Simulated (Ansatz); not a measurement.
# A series in space group P6_3/mmc

All 4 crystals share space group P6_3/mmc (No. 194) and the same kinds of sites, 2 atoms in the primitive cell. They are database entries and needn't be the stable phases. The set is a selection: crystals with a Fermi surface that the mesh didn't resolve were left out. Cells are relaxed by PAW under the functional.

Quantity: Fermi-surface sums. Level: PBEsol, all-electron LAPW in Ansatz 0.2.0, scalar-relativistic.

```csv
crystal,cell (conventional),fine k mesh,smearing (eV),N(E_F) (states/eV/atom),"ħω_p (r.m.s. of x, y, z) (eV)",Fermi speed (10⁶ m/s)
Hf,"a = 3.158, c = 5.005 Å",20×20×12,0.08,?,?,?
Li,"a = 3.055, c = 4.995 Å",20×20×12,0.10,0.50,6.5,0.77
Lu,"a = 3.445, c = 5.340 Å",20×20×12,0.05,1.51,4.5,0.36
Na,"a = 3.715, c = 6.078 Å",16×16×12,0.08,0.45,6.0,1.05
```

Q: What did the calculation give for Hf?

A: N(E_F) = 0.67 states/eV/atom, ħω_p (r.m.s. of x, y, z) = 4.1 eV, Fermi speed = 0.43×10⁶ m/s.

Limits of these numbers: no spin-orbit coupling on heavy atoms (Hf); these sums move with the mesh, by several per cent and more for small sheets; large density of states at the Fermi level, a magnetic or distorted state may lie lower (Lu).
